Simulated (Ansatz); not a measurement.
Given:

ScAg2:
```
ScAg2
1.0
   -1.76718     1.76718     4.45569
    1.76718    -1.76718     4.45569
    1.76718     1.76718    -4.45569
Sc Ag
1 2
Direct
  0.00000   0.00000   0.00000
  0.66686   0.66686   0.00000
  0.33314   0.33314   0.00000
```

This is the r²SCAN-relaxed structure.

Task: All from plane-wave PAW r²SCAN (Ansatz code), unless another level is named. Predict the formation energy from the elements (no fitted shifts).

Result: -0.31 eV/atom.

Task: Predict the density of states at the Fermi level.

Result: 0.36 states/eV per atom (mean over ±0.08 eV).

Space group I4/mmm (MoSi2 or CaC2 type). The workflow started from a Materials Project entry (that database holds measured and hypothetical structures alike); the Crystallography Open Database copy checked does not list it. With Sc and Ag taken as one species the cell has the higher symmetry I4/mmm, so it may be an ordered model of a mixed-site phase. Its standing as an ambient phase is unchecked. The r²SCAN relaxation kept the symmetry of its start; its stability against distortions is not shown here. The run is not spin-polarised. The references are the lowest solids computed at this level, not always the standard phases. Spin–orbit coupling is left out wherever it is not named.

Potentials: the later of the program's two PAW sets.
